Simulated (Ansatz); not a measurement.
A plane-wave DFT run in Ansatz 0.2.0 (scalar-relativistic PAW potentials unless the input names others): input and command.

```yaml
crystal:
  lattice:
    - [4.4459932889, 0.0, 0.0]
    - [0.0, 5.1134382395, 0.0]
    - [0.0, 0.0, 6.5804856602]
  atoms:
    - { symbol: Ta, position: [0.0, 0.0, 0.7356569942] }
    - { symbol: Ta, position: [0.5, 0.5, 0.2643430058] }
    - { symbol: As, position: [0.0, 0.2401258582, 0.1372459643] }
    - { symbol: As, position: [0.0, 0.7598741418, 0.1372459643] }
    - { symbol: As, position: [0.5, 0.7401258582, 0.8627540357] }
    - { symbol: As, position: [0.5, 0.2598741418, 0.8627540357] }
    - { symbol: As, position: [0.5, 0.0, 0.4540449006] }
    - { symbol: As, position: [0.0, 0.5, 0.5459550994] }
basis:
  ecutwfc: 420
kpoints:
  mp_grid: { grid: [8, 8, 6] }
hamiltonian:
  xc: pbe
scf:
  occupations: { method: fixed }
  max_iter: 100
output:
  forces: true
  eigenvalues: true
  stress: true
```

```bash
ansatz run input.yaml --threads 1 --pin off --max-ram 2560MiB --backend cpu --events-out ev --progress --plain --runs-dir out
```

Abridged log:
```
Pseudopotentials: kind: paw
Pseudopotential: Ta, paw, valence charge 13, recommended cutoff 420 eV (normal)
Pseudopotential: As, paw, valence charge 15, recommended cutoff 420 eV (normal)
Functional definition: PBE
Crystal: 8 atoms, lattice volume = 149.603 Å³
Basis set: ecut = 420 eV, 2923 PW (Γ), exchange–correlation on 60×72×90 points (8 copies of the dense FFT grid, shifted against one another)
Bands: 70, of which v1, the nominal top of the filled ones, is band 58 counted from 1 (57 counted from 0)
Symmetry: 8 space group operations
Space group: Pmmn (ITA 59), of the structure as read, at distance tolerance 5.3e-5 Å
k-points: 100 of 384
Initial density: superposition of atomic densities (neutral atoms: chi_scale 0, normalization atom), corrected by the library's trained network
Initial wavefunctions: pseudopotential atomic-orbital guess
Functional: x = pbe(κ = 0.804, μ = 0.21951497), c = pbe(β = 0.06672455)
SCF iter   1: F=—  HF=-49001.116137 eV  |F-HF|=—  |Δ(HF+E_count)|=         —  Δρ=6.13e-3  dr2=5.56e-2  ethr=1.77e-3  ⟨swp⟩=4.7  Hψ=21913  notcnv=0  defer=899
SCF iter   2: F=—  HF=-49001.111286 eV  |F-HF|=—  |Δ(HF+E_count)|=   4.85e-3  Δρ=3.19e-3  dr2=1.12e-2  ethr=4.80e-5  ⟨swp⟩=2.0  Hψ=8425  notcnv=0  defer=996
SCF iter   3: F=—  HF=-49001.112323 eV  |F-HF|=—  |Δ(HF+E_count)|=   1.04e-3  Δρ=1.13e-3  dr2=1.74e-3  ethr=9.62e-6  ⟨swp⟩=2.0  Hψ=7941  notcnv=0  defer=1000
SCF iter   4: F=—  HF=-49001.112406 eV  |F-HF|=—  |Δ(HF+E_count)|=   8.34e-5  Δρ=2.19e-4  dr2=6.54e-5  ethr=1.50e-6  ⟨swp⟩=2.0  Hψ=8526  notcnv=0  defer=1000
SCF iter   5: F=—  HF=-49001.112470 eV  |F-HF|=—  |Δ(HF+E_count)|=   6.43e-5  Δρ=6.42e-5  dr2=6.58e-6  ethr=5.64e-8  ⟨swp⟩=2.0  Hψ=9966  notcnv=0  defer=643
SCF iter   6: F=—  HF=-49001.112468 eV  |F-HF|=—  |Δ(HF+E_count)|=   2.68e-6  Δρ=2.91e-5  dr2=1.27e-6  ethr=5.67e-9  ⟨swp⟩=2.0  Hψ=9979  notcnv=0  defer=643
SCF iter   7: F=—  HF=-49001.112468 eV  |F-HF|=—  |Δ(HF+E_count)|=   4.18e-7  Δρ=8.48e-6  dr2=1.08e-7  ethr=1.10e-9  ⟨swp⟩=2.0  Hψ=7945  notcnv=0  defer=643
SCF iter   8: F=-49001.112468 eV  HF=-49001.112468 eV  |F-HF|=9.82e-10  |Δ(HF+E_count)|=   5.45e-8  Δρ=1.64e-6  dr2=6.21e-9  ethr=8.62e-11  ⟨swp⟩=10.0  Hψ=30165  notcnv=0
SCF 1 converged in 8 iterations: F = -49001.112468 eV  dr2 = 6.21e-9
SCF converged after 8 iterations
Free energy (F): -49001.112468 eV
Harris-Foulkes:  -49001.112468 eV  (|F-HF|=9.82e-10)
Internal energy: -49001.112468 eV  (E = F + TS)
E sigma→0 (E₀):  -49001.112468 eV
Fermi energy:    14.425171 eV
--- Forces (eV/Å), atoms counted from 1 ---
  atom   1  Ta     0.00000000     0.00000000    -0.03477540
  atom   2  Ta     0.00000000     0.00000000     0.03477540
  atom   3  As     0.00000000    -0.10155225    -0.00416832
  atom   4  As     0.00000000     0.10155225    -0.00416832
  atom   5  As     0.00000000    -0.10155225     0.00416832
  atom   6  As     0.00000000     0.10155225     0.00416832
  atom   7  As     0.00000000     0.00000000    -0.02522353
  atom   8  As     0.00000000     0.00000000     0.02522353
--- Stress (GPa, compression-positive) ---
       -0.254259       0.000000       0.000000
        0.000000      -0.335047       0.000000
        0.000000       0.000000       0.608105
  P = ⅓ Tr σ = 0.0063 GPa (0.063 kbar)
```

Problem. What should be changed?

Solution. The fault is fixed occupations on a metal: they fill the same number of bands at every k-point, while the true filling differs from point to point (scf.occupations: {"method": "gaussian", "width": 0.1} → {"method": "fixed"}, the first being the value of the sound run). Setting it back cures it. The run converged all the same, with an energy at zero smearing 8.09 meV/atom above the reference's, pressure 0.01 GPa, largest force 0.102 eV/Å, no gap on the mesh, so convergence alone doesn't show that an input is right. A reference run on usual settings, whose relaxation ended at this geometry, converged, and the end of its own relaxation has pressure 0.00 GPa, largest force 0.002 eV/Å, no gap on the mesh.

Time: 62 s on 1 thread of Arm Neoverse V2, on a shared host, peak memory 0.86 GiB.